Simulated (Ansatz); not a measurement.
Structure types of Ir were relaxed at one common pressure (all-electron LAPW in Ansatz 0.2.0 under LDA, scalar-relativistic, no spin polarisation, zero temperature). They take these volumes:

```
            type  space group  V (Å³/atom)
             fcc        Fm-3m         9.70
             bcc        Im-3m         9.80
             hcp     P6_3/mmc         9.72
simple hexagonal       P6/mmm        10.17
           omega       P6/mmm         9.84
              sc        Pm-3m        10.54
```

**Question.** At about which pressure, and is the densest type also the lowest in enthalpy?

**Answer.** 340 GPa. The densest is fcc, and it is also the lowest in enthalpy among these.
